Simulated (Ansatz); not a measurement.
An Ansatz (a quantum-chemistry and plane-wave program) run. Input:

Ansatz 0.2 input:
```yaml
crystal:
  lattice:
    - [8.2008504984, 0.0, 0.0]
    - [-4.1004252492, 7.1021448643, 0.0]
    - [0.0, 0.0, 8.2486621438]
  atoms:
    - { symbol: N, position: [0.4841106018, 0.4559160347, 0.75] }
    - { symbol: N, position: [0.0281945671, 0.4841106018, 0.25] }
    - { symbol: N, position: [0.5440839653, 0.0281945671, 0.75] }
    - { symbol: N, position: [0.5158893982, 0.5440839653, 0.25] }
    - { symbol: N, position: [0.9718054329, 0.5158893982, 0.75] }
    - { symbol: N, position: [0.4559160347, 0.9718054329, 0.25] }
    - { symbol: N, position: [0.2497414609, 0.1237756634, 0.75] }
    - { symbol: N, position: [0.1259657975, 0.2497414609, 0.25] }
    - { symbol: N, position: [0.8762243366, 0.1259657975, 0.75] }
    - { symbol: N, position: [0.7502585391, 0.8762243366, 0.25] }
    - { symbol: N, position: [0.8740342025, 0.7502585391, 0.75] }
    - { symbol: N, position: [0.1237756634, 0.8740342025, 0.25] }
    - { symbol: Si, position: [0.3287762145, 0.293868501, 0.6028735628] }
    - { symbol: Si, position: [0.0349077135, 0.3287762145, 0.1028735628] }
    - { symbol: Si, position: [0.706131499, 0.0349077135, 0.6028735628] }
    - { symbol: Si, position: [0.6712237855, 0.706131499, 0.1028735628] }
    - { symbol: Si, position: [0.9650922865, 0.6712237855, 0.6028735628] }
    - { symbol: Si, position: [0.293868501, 0.9650922865, 0.1028735628] }
    - { symbol: N, position: [0.3753238553, 0.2068054934, 0.0693647814] }
    - { symbol: N, position: [0.1685183618, 0.3753238553, 0.5693647814] }
    - { symbol: N, position: [0.7931945066, 0.1685183618, 0.0693647814] }
    - { symbol: N, position: [0.6246761447, 0.7931945066, 0.5693647814] }
    - { symbol: N, position: [0.8314816382, 0.6246761447, 0.0693647814] }
    - { symbol: N, position: [0.2068054934, 0.8314816382, 0.5693647814] }
    - { symbol: Si, position: [0.3570969812, 0.3088865082, 0.25] }
    - { symbol: Si, position: [0.048210473, 0.3570969812, 0.75] }
    - { symbol: Si, position: [0.6911134918, 0.048210473, 0.25] }
    - { symbol: Si, position: [0.6429030188, 0.6911134918, 0.75] }
    - { symbol: Si, position: [0.951789527, 0.6429030188, 0.25] }
    - { symbol: Si, position: [0.3088865082, 0.951789527, 0.75] }
    - { symbol: Si, position: [0.3287762145, 0.293868501, 0.8971264372] }
    - { symbol: Si, position: [0.0349077135, 0.3287762145, 0.3971264372] }
    - { symbol: Si, position: [0.706131499, 0.0349077135, 0.8971264372] }
    - { symbol: Si, position: [0.6712237855, 0.706131499, 0.3971264372] }
    - { symbol: Si, position: [0.9650922865, 0.6712237855, 0.8971264372] }
    - { symbol: Si, position: [0.293868501, 0.9650922865, 0.3971264372] }
    - { symbol: N, position: [0.3753238553, 0.2068054934, 0.4306352186] }
    - { symbol: N, position: [0.1685183618, 0.3753238553, 0.9306352186] }
    - { symbol: N, position: [0.7931945066, 0.1685183618, 0.4306352186] }
    - { symbol: N, position: [0.6246761447, 0.7931945066, 0.9306352186] }
    - { symbol: N, position: [0.8314816382, 0.6246761447, 0.4306352186] }
    - { symbol: N, position: [0.2068054934, 0.8314816382, 0.9306352186] }
kpoints:
  mp_grid: { grid: [3, 3, 2] }
hamiltonian:
  xc: hse06
  pseudopotentials: { kind: paw }
scf:
  n_extra_bands: 42
  occupations: { method: fixed }
output:
  eigenvalues: true
  eigenstates:
    e_range: [-9.0, 13.4]
    kpoints:
      - [0.1875, 0.145833, 0.0]  # VBM
      - [0.0, 0.0, 0.0]  # CBM
      - [0.0, 0.0, 0.0]  # GAMMA
      - [0.0, 0.0, 0.5]  # A
      - [0.3333333333, 0.3333333333, 0.0]  # K
      - [0.3333333333, 0.3333333333, 0.5]  # H
      - [0.5, 0.0, 0.0]  # M
      - [0.5, 0.0, 0.5]  # L
```

Output (shortened):

```
Pseudopotentials: kind: paw
Pseudopotential: N, paw, valence charge 5
Pseudopotential: Si, paw, valence charge 4
Functional definition: HSE06
davidson cushion auto → on  (no smearing: the cushion is to keep the highest requested band from converging to the state above it …
Crystal: 42 atoms, lattice volume = 480.432 Å³
Basis set: ecut = 420 eV, 9429 PW (Γ)
Bands: 138, of which v1, the nominal top of the filled ones, is band 96 counted from 1 (95 counted from 0)
Symmetry: 12 space group operations
Space group: P63/m (ITA 176), of the structure as read, at distance tolerance 7.8e-5 Å
k-points: 6 of 18
PAW frozen core: N, regenerated for the run's functional, and the local potential with it
PAW frozen core: Si, regenerated for the run's functional, and the local potential with it
Initial wavefunctions: pseudopotential atomic-orbital guess
Eigensolver: davidson
Functional: x = pbe(κ = 0.804, μ = 0.2195149727645171), c = pbe(β = 0.06672455060314922), warm-up for x = pbe(κ = 0.804, μ = 0.2195149727645171) + 0.25 (exact − pbe) at short range (hse, ω = 0.20786987370883472 Å⁻¹), c = pbe(β = 0.06672455060314922); HSE06 as …
SCF 1 stopped early in 4 iterations: F = -20695.472519 eV  dr2 = 6.21e-4
Crystal: 42 atoms, lattice volume = 480.432 Å³
Initial density: handed on by an earlier stage of this run
Initial wavefunctions: those handed on with the density
Functional: x = pbe(κ = 0.804, μ = 0.2195149727645171) + 0.25 (exact − pbe) at short range (hse, ω = 0.20786987370883472 Å⁻¹), c = pbe(β = 0.06672455060314922); HSE06 as pw.x's `hse` composes it (authors' and Libxc's form: `xc: wpbeh`)
Exchange kernel: α = 0.2500, screened, ω = 0.2079 Å⁻¹, Wigner–Seitz truncation, v(0) = 1043.6078 eV·Å³, q-mesh 3×3×2, nearest image of the exchange supercell L …
Frozen-core exchange: fock
SCF 2 stopped early in 7 iterations: F = -20704.810444 eV  dr2 = 4.99e-6
hybrid outer 1: dexx = +7.464e-2 eV, tail = 9.93e-5 eV
Crystal: 42 atoms, lattice volume = 480.432 Å³
Exchange kernel: α = 0.2500, screened, ω = 0.2079 Å⁻¹, Wigner–Seitz truncation, v(0) = 1043.6078 eV·Å³, q-mesh 3×3×2, nearest image of the exchange supercell L …
Frozen-core exchange: fock
SCF 3 converged in 3 iterations: F = -20704.810017 eV  dr2 = 4.05e-8
hybrid outer 2: dexx = +1.228e-6 eV, tail = 1.36e-7 eV, Δε = 1.57e-3 eV (about 6.38e-5 eV left of the loop's levels)
the search or the solves at the SCF's close seem to have found levels that the self-consistency loop had missed (the run counts 1) …
hybrid SCF converged: 2 outer / 10 inner (+4 warm-up), last move |dexx| = 1.23e-6 eV, tail = 1.36e-7 eV
Stability not checked (fock_operator)
Free energy (F): -20704.810018 eV
Frozen-core exchange: fock
Harris-Foulkes:  -20704.810018 eV  (|F-HF|=1.54e-8)
Internal energy: -20704.810018 eV  (E = F + TS)
E sigma→0 (E₀):  -20704.810018 eV
Fermi energy:    5.649406 eV
--- Per-component energies (eV) ---
  E_band       = -332.048844
  E_kinetic    = 4064.167671
  E_local      = -7501.822670  (includes V_loc(G=0)·N_el)
  E_nonlocal   = 1501.082831
  E_hartree    = 2574.337935
  E_xc         = -2006.225501
  E_vxc        = -2196.080312  (∫ρ·V_xc dr)
  E_exx        = -446.897409  (= α·E_x^exact, valence–valence)
  E_paw        = -12335.373225  (= ΣΔE_a)
  E_vpaw       = -454.279586  (= ΣTr[D̂ρ^β])
  E_aug_tail   = 0.002470  (compensation charges beyond the density's cutoff)
  E_ewald      = -6552.486505
  E_core_change = -1.595614  (= ΣΔE_core)
  E_smearing   =  0.000000  (= −TS)
  E_closure    = 0.000000  (closes the sum)
  Σ components = -20704.810018   (vs F -20704.810018, Δ=0.00e0)
--- Band table (eV; the first three rows and the last of 6) ---
  k-point 0: bands = ["-13.8525", "-12.7956", "-12.7956", "-12.7579", "-12.2361", "-12.2361", "-11.7780", "-11.3601", "-11.3601", "-11.3314", "-11.3314", "-11.2515", "-11.2515", "-10.5223", "-10.5211", "-10.5211", "-10.1240", "-10.0990", "-9.6358", "-9.6299", …
  k-point 1: bands = ["-13.4747", "-13.4747", "-12.4789", "-12.4789", "-12.4789", "-12.4789", "-11.7151", "-11.7151", "-11.7151", "-11.7151", "-10.7842", "-10.7842", "-10.4619", "-10.4619", "-10.4619", "-10.4619", "-10.3291", "-10.3291", "-9.5636", "-9.5636", …
  k-point 2: bands = ["-13.6848", "-13.1669", "-12.9702", "-12.5922", "-12.2032", "-12.1676", "-11.7031", "-11.5603", "-11.4689", "-11.3529", "-11.2778", "-11.0261", "-10.7661", "-10.6684", "-10.5519", "-10.4808", "-10.2209", "-10.0710", "-9.8628", "-9.6380", …
  k-point 5: bands = ["-13.1240", "-13.1240", "-12.8965", "-12.8965", "-12.8933", "-12.8933", "-11.2570", "-11.2570", "-11.1948", "-11.1948", "-10.9034", "-10.9034", "-10.6570", "-10.6570", "-10.4719", "-10.4719", "-10.4438", "-10.4438", "-9.8049", "-9.8049", …
  band table: 138 of 138 bands, residual norms ≤ 1.0e-3 eV
  device         0  16.52 GiB
```

The points marked VBM and CBM come from a semilocal run.

Space group P6_3/m. The workflow started from an entry of the Crystallography Open Database (COD). Its sites differ from those of the usual phase in this space group: another stacking or structure type. The r²SCAN+D4 relaxation kept the symmetry of its start; whether a distortion lowers the energy is not shown. The volume moved by -63 % from the start of the relaxation. The volume fell by over 15 % from the filed cell, which may lack light atoms or belong to other conditions.

Potentials: the later of the program's two PAW sets.

Ansatz is a plane-wave DFT program.
